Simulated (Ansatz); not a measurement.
**5 guesses for BiTe3 and where they end**

Computed with DFT PBE, scalar-relativistic, plane waves, PAW in Ansatz 0.2.0. Settings: cutoff 420 eV, Γ-centred meshes spaced at most about 0.3 Å⁻¹, and about 0.25 Å⁻¹ or finer for metals (2π included), Gaussian smearing. No spin polarisation in the final relaxations.

Each guess was relaxed in cell and atoms at zero pressure, within the symmetry of its start. All energies are static (0 K, no zero-point motion). Coordination counts Te atoms around Bi (those within 1.25 times the shortest such distance or 1.15 times the sum of covalent radii, 1.27 where that leaves under three; a plus sign parts nearer from farther groups; the shortest distance is added where it exceeds 1.18 times the sum of covalent radii).

```
guess    made from  start group  V start (Å³/atom)           end group  V end (Å³/atom)  coordination at the end  gap on mesh (eV)  E over the lowest end (meV/atom)
    1   Na3Hg type     P6_3/mmc               43.1            P6_3/mmc             32.9                     Bi 6                 0                                 0
    2   CdAu3 type       P4/mmm               27.9              P4/mmm             36.7                     Bi 4                 0                                98
    3  random cell       P6/mmm               36.0  P6/mmm (anti-Li3N)             41.8                   Bi 2+6                 0                               346
    4  random cell        Pm-3m               39.3        Pm-3m (ReO3)             54.9                     Bi 6                 0                               563
    5   AlFe3 type        Pm-3m               32.7                   ?                ?                        ?                 ?                                 ?
```

Guess 5 as it starts:

```cif
data_structure
_symmetry_space_group_name_H-M 'P 1'
_symmetry_Int_Tables_number 1
_cell_length_a 5.0778
_cell_length_b 5.0778
_cell_length_c 5.0778
_cell_angle_alpha 90.000
_cell_angle_beta 90.000
_cell_angle_gamma 90.000
_cell_volume 130.92
loop_
_atom_site_label
_atom_site_type_symbol
_atom_site_fract_x
_atom_site_fract_y
_atom_site_fract_z
_atom_site_occupancy
Bi1 Bi 0.00000 0.00000 0.00000 1
Te1 Te 0.00000 0.50000 0.50000 1
Te2 Te 0.50000 0.00000 0.50000 1
Te3 Te 0.50000 0.50000 0.00000 1
```

Task: Predict the end of this guess and its energy over the lowest end.

Result: It ends in the Cu3Au (L1_2) type, space group Pm-3m (No. 221), with a = 4.898 Å, 29.4 Å³/atom and no gap. It lies 236 meV/atom over the lowest end, above guess 2 and below guess 3. Counting Te atoms around Bi, this end has Bi 12 from 3.5 Å and the lowest (guess 1) has Bi 6.

```yaml
crystal:
  lattice:
    - [4.89788, 0.00000, 0.00000]
    - [0.00000, 4.89788, 0.00000]
    - [0.00000, 0.00000, 4.89788]
  atoms:
    - { symbol: Bi, position: [0.00000, 0.00000, 0.00000] }
    - { symbol: Te, position: [0.00000, 0.50000, 0.50000] }
    - { symbol: Te, position: [0.50000, 0.00000, 0.50000] }
    - { symbol: Te, position: [0.50000, 0.50000, 0.00000] }
```

Formation energies are uncorrected and refer to the elements' standard structures at the same level.

Task: Is the lowest end bound against the elements?

Result: No: its formation energy is +0.08 eV/atom. A positive value: parting into the elements would lower its energy.

Weakly bound directions are ill-defined at this level, which has no dispersion term (P4/mmm), and this can change margins and order among such cells. Spin–orbit coupling, which can matter for Bi and Te, is left out. In P4/mmm, Pm-3m at 29.4 Å³/atom, P6/mmm, Pm-3m at 54.9 Å³/atom an odd number of electrons in the primitive cell allows no gap without spin; a larger cell or a magnetic state could open one. A magnetic state wasn't ruled out in cells without spin, among them P4/mmm, Pm-3m at 29.4 Å³/atom, P6/mmm, Pm-3m at 54.9 Å³/atom. The reference form of Te is held partly by dispersion forces, which this level lacks. Cells relaxed within their symmetry can be saddle points. A lower structure may well exist outside this small set. Some candidate types were left out of the draw beforehand, so a known form may be missing.
